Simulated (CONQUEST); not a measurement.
Set-up for a self-consistent single point of SiC (F-43m, 8 atoms in the cell; from Materials Project mp-8062, changed as shown).

```
CELL_PARAMETERS angstrom
      4.44107     0.00000     0.00000
      0.00000     4.44107     0.00000
      0.00000     0.00000     4.44107
ATOMIC_POSITIONS crystal
  Si 0.25000 0.25000 0.75000
  Si 0.25000 0.75000 0.25000
  Si 0.75000 0.25000 0.25000
  Si 0.75000 0.75000 0.75000
  C  0.00000 0.00000 0.00000
  C  0.00000 0.50000 0.50000
  C  0.50000 0.00000 0.50000
  C  0.50000 0.50000 0.00000
```

Computed with CONQUEST with PBE, numerical atomic orbitals double-zeta with polarisation (the shipped basis), PseudoDojo norm-conserving potentials made for PBE.

CONQUEST settings:

- basis: DZP
- Diag.MPMeshX, Y, Z: 6 6 6
- potentials: PseudoDojo norm-conserving PBE
- Grid.GridCutoff: 140 Ha
- DM.SolutionMethod: diagon
- Diag.kT: 0.0001 Ha
- Diag.GammaCentred: true
- minE.SCTolerance: 1.0e-07
- SC.MaxIters: 100
- SC.LinearMixingFactor: 0.5
- AtomMove.TypeOfRun: static

Results:

```
Quantity                                                 Result
------------------------------------------------  -------------
Number of valence electrons                                  32
Number of bands                                             104
Number of k-points after the program's reduction            154
Size of the basis                                           104
Number of SCF iterations                                      8
FFT grid                                           48 × 48 × 48
Free energy E − TS                                -1116.3861 eV
Top of the valence band (on the code's own zero)       -6.89 eV
Gap on the k-point mesh                                 1.37 eV
Pressure                                              -5.55 GPa
```

Stress (GPa, positive for compression):
```
-5.55   0.00   0.00
 0.00  -5.55   0.00
 0.00   0.00  -5.55
```

The gap is read on the k-point mesh of the run and can differ from the gap over the whole zone at this level.

For comparison: a first run was changed to give this one (lattice scaled by 1.02), and from it to this one the free energy drops by 1.0 meV/atom, the pressure goes from 6.46 to -5.55 GPa and the gap on the mesh goes from 1.316 to 1.366 eV.

The program uses no crystal symmetry, so grid and mesh can part values that symmetry would make equal. The atom-centred basis is finite, which shifts total energies, pressures and gaps against plane waves. The structure comes from a collection of computed structures, made at another level of theory; the collection holds predicted forms beside known ones.

Cost on one core: around 90 core-seconds (rough).
